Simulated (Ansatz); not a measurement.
NaH4IO2:
```
NaH4IO2
1.0
    5.87983     0.00000     0.00000
    1.04981     3.10514     6.30987
   -2.93254    -6.46677     0.00000
Na H I O
2 8 2 4
Direct
  0.67723   0.51760   0.85842
  0.32277   0.48240   0.14158
  0.39511   0.85333   0.10925
  0.60489   0.14667   0.89075
  0.20806   0.71629   0.86773
  0.79194   0.28371   0.13227
  0.05455   0.85408   0.25934
  0.94545   0.14592   0.74066
  0.95898   0.72968   0.34439
  0.04102   0.27032   0.65561
  0.75615   0.77824   0.62361
  0.24385   0.22176   0.37639
  0.36617   0.70990   0.98616
  0.63383   0.29010   0.01384
  0.00188   0.71230   0.21888
  0.99812   0.28770   0.78112
```

Relaxed with r²SCAN+D4.

Problem. Map the valence electron density (e/Å³), cut off at 1 on the plane through (0.677, 0.518, 0.858) spanned by u = [0, 1, -1] and v = [1, 1, 1] in lattice vectors, from plane-wave PAW r²SCAN+D4 (Ansatz code).

Solution. x is the fraction of u, y of v (the angle between them is 76°; rows are the nearest grid lines); atoms in the plane: Na at (0.00, 0.00), H at (0.97, 0.37), O at (0.81, 0.96).
```
|9991002599999841000000000000399999311999|
|9991001258999631000000000000299999710399|
|9941000135787421000000000000169999710159|
|0000000011232210000000000000026998310000|
|0000000000000000000021000000001232100000|
|1122110000000000001298300000000000000001|
|1233211000000100001499510000000000000011|
|3699853100019994002999941000000000000013|
|5999997310039999412799992000000000000025|
|5999999521019999910299992000000000000025|
|4999999621003999500169972000000000000014|
|2599999521000122100001221000000000000012|
|1235664210000011110000000000000000000001|
|1111221100000027994100000000000001123321|
|2000111000000149999300000000000012356972|
|4100000000000169999910000000000039999994|
|4100000000000179999910000000000029999994|
|3000000000000159999610000000000002899993|
|2000000011110126754300000000000001399982|
|1000001234432111110000000000000000013321|
|0000012489985310000000000000000000000110|
|9510013699999621000000000000245421001499|
|9930013699999731000000000000389962101999|
|9991002599999841000000000000399999311999|
```
Scale: ten equal steps from 0.003 (start of '0') to 1.00 (end of '9'), in the order '0123456789'; x runs from 0.000 to 1.00, y from 0.000 (bottom) to 1.00 (top).

The density is the valence pseudo-density with augmentation charge, so density and ELF within about 1 Å of a nucleus are not all-electron values.

Space group P-1. The first step of the workflow began from a Materials Project structure, measured or hypothetical; the Crystallography Open Database files this formula in space group No. 2, but the cells were not matched. Whether it is the stable phase at ambient conditions was not checked. The r²SCAN+D4 relaxation kept the symmetry of its start; whether a distortion lowers the energy is not shown. Spin–orbit coupling is left out wherever it is not named.

Potentials: the later of the program's two PAW sets.
